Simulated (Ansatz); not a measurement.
ZrO$_{2}$ (tetragonal-ZrO2 type, space group P4_2/nmc)

```
ZrO2
1.0
    3.60110     0.00000     0.00000
    0.00000     3.60110     0.00000
    0.00000     0.00000     5.23008
Zr O
2 4
Direct
  0.00000   0.00000   0.00000
  0.50000   0.50000   0.50000
  0.00000   0.50000   0.19637
  0.00000   0.50000   0.69637
  0.50000   0.00000   0.30363
  0.50000   0.00000   0.80363
```

The slice is a (001) plane (indices of the conventional cell) through the point (0.000, 0.500, 0.196) (fractional), spanned by u = [100] and v = [010] in vectors of this cell: u (3.60 Å) and v (3.60 Å, at 90° to u). It covers one period; positions are fractions (u, v).

These are r2SCAN (plane waves to 500 eV, PAW, scalar-relativistic; Ansatz, a quantum-chemistry and plane-wave program) values and carry that method's errors. k mesh 9×9×7. These are valence fields of a PAW run, semicore shells included where kept as valence: close to a nucleus they are smooth pseudo fields. The PAW data are Ansatz's earlier set. This is a high-temperature form of ZrO2. ZrO2 is run without spin polarisation. ZrO2 was relaxed with its symmetry unable to fall.

Three fields on this plane, each scaled to ten steps between its own extremes (0 low, 9 high; the total valence density on a logarithmic scale, the potential cut 8 eV below its top; x marks points blanked near nuclei; v = 0 in the bottom row):

Map A
```
|xxxxxx9731000001379xxxxx|
|xxxxxx8520000000258xxxxx|
|xxxxxx7310000000137xxxxx|
|xxxxx741000111000147xxxx|
|xxxx74100123332100147xxx|
|776531001246664210013567|
|332110013578987531001123|
|1100001368xxxxx863100001|
|110000258xxxxxxx85200001|
|11100126xxxxxxxxx6210011|
|32210137xxxxxxxxx7310122|
|33210138xxxxxxxxx8310123|
|32210137xxxxxxxxx7310122|
|11100126xxxxxxxxx6210011|
|110000258xxxxxxx85200001|
|1100001368xxxxx863100001|
|332110013578987531001123|
|776531001246664210013567|
|xxxx74100123332100147xxx|
|xxxxx741000111000147xxxx|
|xxxxxx7310000000137xxxxx|
|xxxxxx8520000000258xxxxx|
|xxxxxx9731000001379xxxxx|
|xxxxxx9731000001379xxxxx|
```

Map B
```
|xxxxxx0000111110000xxxxx|
|xxxxxx0000011100000xxxxx|
|xxxxxx0000000000000xxxxx|
|xxxxx000000000000000xxxx|
|xxxx00000000000000000xxx|
|000000000000000000000000|
|110000000000000000000001|
|2211000000xxxxx000000112|
|443210000xxxxxxx00001234|
|76431000xxxxxxxxx0001346|
|98642100xxxxxxxxx0012468|
|99642100xxxxxxxxx0012469|
|98642100xxxxxxxxx0012468|
|76431000xxxxxxxxx0001346|
|443210000xxxxxxx00001234|
|2211000000xxxxx000000112|
|110000000000000000000001|
|000000000000000000000000|
|xxxx00000000000000000xxx|
|xxxxx000000000000000xxxx|
|xxxxxx0000000000000xxxxx|
|xxxxxx0000011100000xxxxx|
|xxxxxx0000111110000xxxxx|
|xxxxxx0000111110000xxxxx|
```

Map C
```
|xxxxxx9998877788999xxxxx|
|xxxxxx9999888889999xxxxx|
|xxxxxx9999888889999xxxxx|
|xxxxx899999999999998xxxx|
|xxxx78999999999999987xxx|
|444578899999999999887544|
|223457889999999998875432|
|0002457888xxxxx888754200|
|000024677xxxxxxx77642000|
|00000356xxxxxxxxx6530000|
|00000245xxxxxxxxx5420000|
|00000245xxxxxxxxx5420000|
|00000245xxxxxxxxx5420000|
|00000356xxxxxxxxx6530000|
|000024677xxxxxxx77642000|
|0002457888xxxxx888754200|
|223457889999999998875432|
|444578899999999999887544|
|xxxx78999999999999987xxx|
|xxxxx899999999999998xxxx|
|xxxxxx9999888889999xxxxx|
|xxxxxx9999888889999xxxxx|
|xxxxxx9998877788999xxxxx|
|xxxxxx9998877788999xxxxx|
```

Assign the maps to these fields: density of the lowest conduction band (whole band as if filled, smooth part); electron localisation function (ELF); electrostatic potential energy of an electron, from the cell's mean.

A is the electron localisation function (ELF); B is the density of the lowest conduction band (whole band as if filled, smooth part); C is the electrostatic potential energy of an electron, from the cell's mean.
